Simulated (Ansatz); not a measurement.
Ag:
```yaml
crystal:
  lattice:
    - [0.00000, 2.02672, 2.02672]
    - [2.02672, 0.00000, 2.02672]
    - [2.02672, 2.02672, 0.00000]
  atoms:
    - { symbol: Ag, position: [0.00000, 0.00000, 0.00000] }
```

Relaxed with PBEsol. Special points in fractions of this cell's reciprocal vectors: Γ (0.000, 0.000, 0.000); X (0.500, 0.000, 0.500); U (0.625, 0.250, 0.625); K (0.375, 0.375, 0.750); L (0.500, 0.500, 0.500); W (0.500, 0.250, 0.750).

Task: List the band energies nearest the Fermi level at these points for plane-wave PAW PBEsol (Ansatz code).

Result: In eV from the Fermi level; about four levels below and three above (degenerate sets whole), none deeper than 8.9 eV; … stands for higher levels left out; points with the same levels are listed once.

```tsv
k	below	above
Γ	-4.94 -4.94 -4.94 -3.84 -3.84	15.79 …
X	-6.52 -3.03 -2.78 -2.78	1.41 6.81 …
U	-5.77 -4.20 -3.61 -3.08	4.22 5.21 …
L	-4.96 -4.96 -3.00 -3.00 -0.63	3.63 …
W	-5.24 -5.24 -3.84 -2.78	5.91 5.91 …
```

Space group Fm-3m (fcc (Cu type)). The cell was relaxed with PBEsol under the symmetry of its start. No spin polarisation was allowed. Spin–orbit coupling is left out wherever it is not named.

Potentials: the earlier of the program's two PAW sets. The files were generated under PBE; for other functionals the program regenerates the frozen cores, and for LDA and PBEsol the local potential too.
